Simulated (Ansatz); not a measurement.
MgBr₂:
Space group P-3m1 (No. 164); a = 3.8356 Å, b = 3.8356 Å, c = 6.3422 Å, α = 90.00°, β = 90.00°, γ = 120.00°

```json
[
 {"atom": "Mg", "site": "1a", "symmetry": "-3m.", "x": "0.0000", "y": "0.0000", "z": "0.0000"},
 {"atom": "Br", "site": "2d", "symmetry": "3m.", "x": "0.3333", "y": "0.6667", "z": "0.2361"}
]
```

Relaxed with r²SCAN+D4.

### Question
Tabulate the valence density and the electron localisation function along the shortest Mg–Br contact (2.67 Å), r²SCAN+D4 (plane waves, PAW; program Ansatz).

### Answer


```tsv
distance from Mg (Å)	density (e/Å³)	ELF
0.27	18.66	0.31
0.40	9.29	0.41
0.53	3.25	0.42
0.67	0.82	0.25
0.80	0.24	0.07
0.94	0.16	0.04
1.07	0.17	0.16
1.20	0.21	0.56
1.34	0.29	0.79
1.47	0.40	0.85
1.60	0.57	0.88
1.74	0.81	0.90
1.87	1.06	0.88
2.00	1.21	0.79
2.14	1.12	0.50
2.27	0.81	0.12
2.41	0.42	0.01
```

The density is the valence pseudo-density with augmentation charge, so density and ELF within about 1 Å of a nucleus are not all-electron values.

The first step of the workflow began from a Materials Project structure, measured or hypothetical; the Crystallography Open Database files this formula in space group No. 164, but the cells were not matched. Its standing as an ambient phase is unchecked. Symmetry was held in the r²SCAN+D4 relaxation; whether a distortion lowers the energy is not shown.

Potentials: the later of the program's two PAW sets.
